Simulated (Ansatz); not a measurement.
Input:

Te:
```cif
data_Te2
_chemical_formula_sum 'Te2'
_space_group_name_H-M_alt 'P 1'
_space_group_IT_number 1
_cell_length_a 5.07852
_cell_length_b 5.07852
_cell_length_c 5.07852
_cell_angle_alpha 60.000
_cell_angle_beta 60.000
_cell_angle_gamma 60.000
loop_
_space_group_symop_operation_xyz
  'x, y, z'
loop_
_atom_site_label
_atom_site_type_symbol
_atom_site_fract_x
_atom_site_fract_y
_atom_site_fract_z
_atom_site_occupancy
Te1 Te 0.00000 0.00000 0.00000 1
Te2 Te 0.25000 0.25000 0.25000 1
```

This is the PBE-relaxed structure.

Question: All from plane-wave PAW PBE (Ansatz code), unless another level is named. Estimate the electronic character.

Answer: metallic (no gap).

Question: Predict the density of states at the Fermi level.

Answer: 1.1 states/eV per atom (mean over ±0.08 eV).

Question: Predict the gap with spin–orbit coupling.

Answer: none (metallic).

Space group Fd-3m (diamond). The start of the workflow was typed in or built on a structure type; neither database checked (COD, Materials Project) lists it. It is not the phase usual at ambient conditions (space group No. 152). Symmetry was held in the PBE relaxation; its stability against distortions is not shown here. The volume moved by 16 % from the start of the relaxation. Scalar-relativistic: spin–orbit coupling is off unless named, which matters more the heavier the elements.

Potentials: the later of the program's two PAW sets.
